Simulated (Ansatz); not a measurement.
Trial structure of MnIn3, not yet relaxed:

```cif
data_structure
_symmetry_space_group_name_H-M 'Im-3m'
_symmetry_Int_Tables_number 229
_cell_length_a 5.6561
_cell_length_b 5.6561
_cell_length_c 5.6561
_cell_angle_alpha 90.000
_cell_angle_beta 90.000
_cell_angle_gamma 90.000
_cell_volume 180.95
loop_
_atom_site_label
_atom_site_type_symbol
_atom_site_symmetry_multiplicity
_atom_site_Wyckoff_symbol
_atom_site_fract_x
_atom_site_fract_y
_atom_site_fract_z
_atom_site_occupancy
Mn1 Mn 2 a 0.00000 0.00000 0.00000 1
In1 In 6 b 0.50000 0.00000 0.00000 1
```

Computed with Ansatz 0.2.0, DFT PBE, scalar-relativistic, plane waves, PAW. Cutoff 420 eV; k points 4×4×4 on the computed 4-atom cell (Γ-centred); Gaussian smearing, width 0.10 eV; collinear spin from starting moments 4.0 0.0 0.0 0.0 μB.

Energies over the elements count from the elements' standard structures at the same level, with no fitted energy shifts.

Task: How far from equilibrium is it?

Result: The pressure is 7.9 GPa (it wants to expand), the largest force is 0.00 eV/Å (symmetry fixes the atoms), and the energy is +0.54 eV/atom against the elements. The shortest distance is 2.83 Å.

Task: How much does it gain on relaxing, and where does it end?

Result: Relaxing gains under 0.1 eV/atom (the start's value is from the coarse mesh, so the gain is rough) in 6 ionic steps and ends at +0.45 eV/atom on the finer mesh. The symmetry stays Im-3m (No. 229). The volume per atom grows by 16.3 %, from 22.6 to 26.3 Å³. The shortest distance goes from 2.83 Å (Mn–In and In–In) to 2.97 Å (Mn–In and In–In). Conventional cell: a = 5.948 Å. Mn is surrounded by 6 In at 2.97 Å; In is surrounded by 2 Mn at 2.97 Å and 4 In at 2.97 Å.

The last run used collinear spin, a 12×12×12 mesh for its 4-atom cell and Gaussian smearing of 0.10 eV. The magnetic state reached may not be the lowest. The relaxation can't lower the symmetry of the start. A structure relaxed within its symmetry needn't be a true minimum. Another cell of MnIn3 relaxed alike, in P6/mmm, lies 86 meV/atom lower, so this cell isn't the stable form at this level.
